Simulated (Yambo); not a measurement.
Yambo run on a free-standing MoS2 monolayer (symmetry P-6m2, slab cell 16.1 Å high). The wavefunctions are norm-conserving PBEsol (Quantum ESPRESSO, 80 Ry, no spin-orbit coupling) ones on a 6×6×1 mesh (13 occupied bands); a = 3.1410 Å, b = 3.1410 Å, c = 16.1000 Å, α = 90.00°, β = 90.00°, γ = 120.00°.

Yambo input:

```
rim_cut
HF_and_locXC
RandQpts= 1000000
RandGvec= 2 Ry
CUTGeo= "slab z"
EXXRLvcs= 80 Ry
VXCRLvcs= 320 Ry
% QPkrange
 1 | 1 | 13 | 14 |
 7 | 7 | 13 | 14 |
%
```

k points by index: 1 = Γ, 7 = K.

Resulting energies as the program prints them:

```
#    K-point    Band    Eo [eV]    Ehf [eV]    Vxc [eV]    Vnlxc [eV]
#
    1    13    -0.071366    -1.185389    -15.22488    -16.33890
    1    14    2.894943    7.273057    -15.50868    -11.13057
    7    13    0.000000    -0.590734    -16.29861    -16.88935
    7    14    1.807169    5.966719    -17.57382    -13.41427
```
Exchange alone, without screening.

Geometry relaxed with PBEsol.
